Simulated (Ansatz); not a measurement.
# Perovskite alloy of SrTiO3 and SrZrO3 (6 of 8 Ti sites exchanged), 40 atoms

Ansatz, PAW, plane waves. PBEsol relaxation of volume and atoms (shape held) at the single k point (¼, ¼, ¼) without its symmetry partners; single points on the relaxed atoms at the Γ point alone, onto which points of the small cell's zone fold. Arrangement: quasirandom. No spin–orbit coupling unless named.

Relaxed structure:

```cif
data_structure
_symmetry_space_group_name_H-M 'P 1'
_symmetry_Int_Tables_number 1
_cell_length_a 8.0868
_cell_length_b 8.0868
_cell_length_c 8.0868
_cell_angle_alpha 90.000
_cell_angle_beta 90.000
_cell_angle_gamma 90.000
_cell_volume 528.84
loop_
_atom_site_label
_atom_site_type_symbol
_atom_site_fract_x
_atom_site_fract_y
_atom_site_fract_z
_atom_site_occupancy
Sr1 Sr 0.98655 0.99124 0.01964 1
Sr2 Sr 0.98774 0.99347 0.50823 1
Sr3 Sr 0.01231 0.50658 0.99991 1
Sr4 Sr 0.00649 0.50778 0.48049 1
Sr5 Sr 0.49144 0.98986 0.01572 1
Sr6 Sr 0.48269 0.99571 0.49902 1
Sr7 Sr 0.51179 0.50419 0.99257 1
Sr8 Sr 0.50925 0.50952 0.48161 1
Zr1 Zr 0.25129 0.25015 0.24915 1
Zr2 Zr 0.24929 0.24956 0.74969 1
Zr3 Zr 0.25085 0.74936 0.74928 1
Zr4 Zr 0.75118 0.24965 0.25028 1
Zr5 Zr 0.74957 0.24919 0.74969 1
Zr6 Zr 0.75103 0.74928 0.74876 1
Ti1 Ti 0.23655 0.74903 0.24754 1
Ti2 Ti 0.73583 0.75196 0.25052 1
O1 O 0.29828 0.28046 0.00023 1
O2 O 0.20480 0.21605 0.49839 1
O3 O 0.27243 0.72118 0.00879 1
O4 O 0.23686 0.77732 0.49137 1
O5 O 0.70122 0.21722 0.00126 1
O6 O 0.80166 0.28022 0.49916 1
O7 O 0.73481 0.78071 0.00976 1
O8 O 0.77339 0.71964 0.49132 1
O9 O 0.00175 0.27258 0.20106 1
O10 O 0.99999 0.20020 0.79455 1
O11 O 0.00998 0.73172 0.23231 1
O12 O 0.00122 0.80010 0.77096 1
O13 O 0.50166 0.23180 0.29965 1
O14 O 0.50008 0.29852 0.70506 1
O15 O 0.50974 0.77150 0.26980 1
O16 O 0.50141 0.69823 0.73274 1
O17 O 0.23990 0.99081 0.21809 1
O18 O 0.30664 0.99843 0.77003 1
O19 O 0.26823 0.50903 0.28026 1
O20 O 0.19325 0.50040 0.72822 1
O21 O 0.77839 0.99176 0.27523 1
O22 O 0.70896 0.99821 0.70845 1
O23 O 0.73054 0.50960 0.22478 1
O24 O 0.79031 0.50030 0.79126 1
```

(1) What are the mean bond lengths by pair (pairs within 1.2 times the sum of covalent radii, less contacts 15 % beyond the pair's median; cation–cation pairs of compounds aside; long ionic contacts are cut short by that bound)?

(2) What gap lies between the top filled and the lowest empty level in the single points?

Answers

(1) O–Sr 2.760 ± 0.201 Å (standard deviation, 77 bonds); O–Ti 1.994 ± 0.115 Å (standard deviation, 12 bonds); O–Zr 2.085 ± 0.018 Å (standard deviation, 36 bonds).

(2) HSE06 4.35 eV (32 s on NVIDIA H100).
